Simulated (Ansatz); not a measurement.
TiSb

```xyz
4
Lattice="4.1033 0.0000 0.0000 -2.0516 3.5536 0.0000 0.0000 0.0000 6.2836" Properties=species:S:1:pos:R:3 pbc="T T T"
Ti    0.0000    0.0000    0.0000
Ti    0.0000    0.0000    3.1418
Sb    0.0000    2.3690    1.5709
Sb    2.0516    1.1845    4.7127
```

Atoms are numbered in the order listed.

The cell comes from COD entry 1531830, which wasn't checked; take it as a given geometry.

Spin–orbit coupling is left out, though it moves levels of the heavy atoms by tenths of an eV or more.

Methods: DFT, LDA, all-electron LAPW, scalar-relativistic (Ansatz 0.2.0); DFT, LDA, PAW with Ansatz's default frozen-core files, scalar-relativistic (Ansatz 0.2.0).

For LAPW: a Γ-centred 12×12×7 k mesh, Fermi–Dirac smearing of 0.03 eV, basis error target 1 meV/atom, no spin polarisation. PAW takes a cutoff of 420 eV at this cell (files made with PBE, cores remade for this functional). The Ansatz runs share mesh, smearing and spin set-up. Values come from LAPW unless marked.

```json
{"Pressure at this cell": "-8.49 GPa", "Band gap": "none at this level of theory (metallic, semimetallic, or a small gap that the functional closes)", "Stress xx, yy, zz (compression positive)": "-8.30, -8.30, -8.88 GPa", "Density of states at the Fermi level (0.2 eV bin)": "3.77 states/eV per cell", "Löwdin charges (with 0.21 e of the cell spilling out of the atomic basis, so their sizes and signs hang on that basis)": "Ti1 0.53, Sb3 -0.42 e", "Bader charges (from the PAW run)": "Ti1 +1.08, Sb3 -1.08 e", "Volume per atom": "22.91 Å³"}
```
